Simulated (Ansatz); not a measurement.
Sb:
```
CELL_PARAMETERS angstrom
      3.06084     0.00000     0.00000
      0.00000     3.06084     0.00000
      0.00000     0.00000     3.06084
ATOMIC_POSITIONS crystal
  Sb 0.00000 0.00000 0.00000
```

Relaxed with PBEsol. Special points in fractions of this cell's reciprocal vectors: Γ (0.000, 0.000, 0.000); X (0.000, 0.500, 0.000); M (0.500, 0.500, 0.000); R (0.500, 0.500, 0.500).

**Question.** List the band energies nearest the Fermi level at these points for PBEsol with spin–orbit coupling (plane waves, PAW; program Ansatz).

**Answer.** In eV from the Fermi level; about four levels below and three above (degenerate sets whole), none deeper than 8.9 eV; points with the same levels are listed once.

```
k                    below                          above
-  -----------------------  -----------------------------
Γ                        –  2.84 2.84 3.78 3.78 3.78 3.78
X              -5.76 -5.76            5.20 5.20 5.99 5.99
M  -3.82 -3.82 -3.38 -3.38            2.11 2.11 7.79 7.79
R  -1.31 -1.31 -1.31 -1.31            4.92 4.92 4.92 4.92
```

Space group Pm-3m (simple cubic). The workflow started from a Materials Project entry (that database holds measured and hypothetical structures alike); the Crystallography Open Database files this formula in space group No. 221, but the cells were not matched. It is not the phase usual at ambient conditions (space group No. 166). The PBEsol relaxation kept the symmetry of its start; whether a distortion lowers the energy is not shown.

Potentials: the earlier of the program's two PAW sets.
